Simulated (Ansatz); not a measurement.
Given:

AlNi:
```cif
data_Al3Ni3
_chemical_formula_sum 'Al3 Ni3'
_space_group_name_H-M_alt 'R-3m :H'
_space_group_IT_number 166
_space_group_name_Hall '-R 3 2"'
_cell_length_a 2.73086
_cell_length_b 2.73086
_cell_length_c 11.71046
_cell_angle_alpha 90.000
_cell_angle_beta 90.000
_cell_angle_gamma 120.000
loop_
_atom_site_label
_atom_site_type_symbol
_atom_site_symmetry_multiplicity
_atom_site_Wyckoff_symbol
_atom_site_fract_x
_atom_site_fract_y
_atom_site_fract_z
_atom_site_occupancy
Al1 Al 3 a 0.00000 0.00000 0.00000 1
Ni1 Ni 3 b 0.00000 0.00000 0.50000 1
```
(The calculation used a cell of 2 atoms; values per cell refer to that cell.)

This is the PBE-relaxed structure.

Q: All from PBE (plane waves, PAW; program Ansatz), unless another level is named. Give the density of states at the Fermi level.

A: 0.37 states/eV per atom (mean over ±0.08 eV).

Q: Give the formation energy from the elements (no fitted shifts).

A: -0.41 eV/atom.

A made-up cell: these elements were put on the sites of a structure type; neither database checked (COD, Materials Project) lists it. It is not the phase usual at ambient conditions (space group No. 221). The cell was relaxed with PBE under the symmetry of its start; its stability against distortions is not shown here. The workflow began spin-polarised and lost its moments. The references are the lowest solids computed at this level, not always the standard phases.

Potentials: the later of the program's two PAW sets.
